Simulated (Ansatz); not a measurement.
Values for one crystal, relaxed and computed with HSE06 in the plane-wave PAW code Ansatz; other levels are named.

- Volume per atom: 31.63 Å³
- Band gap: 3.34 eV (indirect)
- Conduction-band minimum: at Γ
- Smallest direct gap on the standard path: 3.39 eV
- Valence-band maximum: at M

**Question.** Pick the material that matches.
(A) VCu3Se4, P-43m (V on 1a, Cu on 3d, Se on 4e)
(B) VCu3S4, P-43m (V on 1a, Cu on 3d, S on 4e)
(C) LiCa2CuN2, P4_2/mnm (Li on 2a, Ca on 4d, Cu on 2b, N on 4f)
(D) GaCuBr4, P-42c (Ga on 2d, Cu on 2e, Br on 8n)

**Answer.** D, GaCuBr4, P-42c (Ga on 2d, Cu on 2e, Br on 8n)

The workflow started from a Materials Project entry (that database holds measured and hypothetical structures alike); the Crystallography Open Database copy checked does not list it. Its standing as an ambient phase is unchecked. Symmetry was held in the HSE06 relaxation; its stability against distortions is not shown here. No spin polarisation was allowed. The hybrid was solved on a coarse mesh, the path and, where they were found, the r²SCAN edge points; its band edges are the extreme levels among these. Scalar-relativistic: spin–orbit coupling is off unless named, which matters more the heavier the elements.

Potentials: the later of the program's two PAW sets.
